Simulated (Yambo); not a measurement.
```
CELL_PARAMETERS angstrom
      2.86155     0.00000     0.00000
      0.00000     4.26348     0.00000
      0.00000     0.00000     4.76997
ATOMIC_POSITIONS crystal
  H  0.50000 0.19451 0.97696
  H  0.00000 0.80549 0.47696
  O  0.00000 0.50252 0.64878
  O  0.50000 0.49748 0.14878
  O  0.00000 0.00094 0.34855
  O  0.50000 0.99906 0.84855
  Al 0.50000 0.27634 0.49112
  Al 0.00000 0.72366 0.99112
```

AlO2H (space group Pmn2_1, No. 31): mean Im ε in 1 eV windows above the direct gap of 7.95 eV, for different electron-hole kernels (Yambo, broadening 0.15 eV, PBEsol (Quantum ESPRESSO, PseudoDojo norm-conserving, 84 Ry, without SOC) bands; 8×6×6 mesh, 10 valence and 5 conduction bands, static screening with 37 bands and a 3 Ry block, scissor 2.35 eV, Tamm-Dancoff; field along x).

```
window (eV)   independent quasiparticles  BSE
------------  --------------------------  ---
8.0 to 9.0                           0.3  2.7
9.0 to 10.0                          0.8  3.0
10.0 to 11.0                         1.3  4.2
11.0 to 12.0                         1.9  4.0
12.0 to 13.0                         3.5  2.3
```

This run doesn't resolve bound excitons or single peaks, so only averages are given, and they too depend on the mesh; weight that the attraction moves below the gap isn't listed. All transitions below 13.74 eV are in the band window. The scissor comes from a G0W0 run whose convergence isn't established.

Geometry of the Materials Project entry, not relaxed at this level.
